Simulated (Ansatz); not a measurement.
These are results of DFT PBE, scalar-relativistic, plane waves, PAW, and for the lanthanide a 4f-in-core norm-conserving potential, in Ansatz, not measurements. All cells share a 660 eV cutoff and Γ-centred k meshes spaced at most about 0.3 Å⁻¹ (about 0.25 or finer for metals, 2π included). No spin polarisation in the final relaxations.

These are static total energies at zero pressure.

Two forms of Nd2AlAs3 were relaxed alike.

A.

```cif
data_structure
_symmetry_space_group_name_H-M 'P6/mmm'
_symmetry_Int_Tables_number 191
_cell_length_a 5.4838
_cell_length_b 5.4838
_cell_length_c 5.8714
_cell_angle_alpha 90.000
_cell_angle_beta 90.000
_cell_angle_gamma 120.000
_cell_volume 152.91
loop_
_atom_site_label
_atom_site_type_symbol
_atom_site_symmetry_multiplicity
_atom_site_Wyckoff_symbol
_atom_site_fract_x
_atom_site_fract_y
_atom_site_fract_z
_atom_site_occupancy
Nd1 Nd 2 d 0.66667 0.33333 0.50000 1
Al1 Al 1 b 0.00000 0.00000 0.50000 1
As1 As 2 c 0.33333 0.66667 0.00000 1
As2 As 1 a 0.00000 0.00000 0.00000 1
```

B.

```cif
data_structure
_symmetry_space_group_name_H-M 'P6/mmm'
_symmetry_Int_Tables_number 191
_cell_length_a 5.8922
_cell_length_b 5.8922
_cell_length_c 5.0228
_cell_angle_alpha 90.000
_cell_angle_beta 90.000
_cell_angle_gamma 120.000
_cell_volume 151.02
loop_
_atom_site_label
_atom_site_type_symbol
_atom_site_symmetry_multiplicity
_atom_site_Wyckoff_symbol
_atom_site_fract_x
_atom_site_fract_y
_atom_site_fract_z
_atom_site_occupancy
Nd1 Nd 2 c 0.33333 0.66667 0.00000 1
Al1 Al 1 a 0.00000 0.00000 0.00000 1
As1 As 3 g 0.50000 0.00000 0.50000 1
```

Problem. Which is lower in energy, and by how much?

Solution. B is lower, by 0.59 eV/atom. A has space group P6/mmm (No. 191), 25.5 Å³/atom and no gap on its mesh; B has space group P6/mmm (No. 191), 25.2 Å³/atom and no gap. Counting As atoms around Al and Nd (those within 1.25 times the shortest such distance or 1.15 times the sum of covalent radii, 1.27 where that leaves under three; the shortest distance is added where it exceeds 1.18 times the sum of covalent radii), A has Nd 2, Al 2 from 2.9 Å and B has Nd 6, Al 12 from 3.9 Å. In A, Nd is surrounded by 2 As at 2.94 Å, 3 Al at 3.17 Å and 3 Nd at 3.17 Å; around Al lie 2 As at 2.94 Å and 6 Nd at 3.17 Å; As on a site of symmetry -6m2 has 2 Nd at 2.94 Å and 6 As at 3.17 Å; 1 more site not described. In B, around Nd lie 6 As at 3.03 Å, 3 Al at 3.40 Å and 3 Nd at 3.40 Å; Al has 6 Nd at 3.40 Å and 12 As at 3.87 Å; As is surrounded by 4 As at 2.95 Å, 4 Nd at 3.03 Å and 4 Al at 3.87 Å. Both come from invented guesses. A third cell relaxed alike, in P-6m2, lies 219 meV/atom below the lower of the two.

Cells relaxed within their symmetry can be saddle points.

The lanthanide is trivalent by construction, without f bands, f moments or other valences.
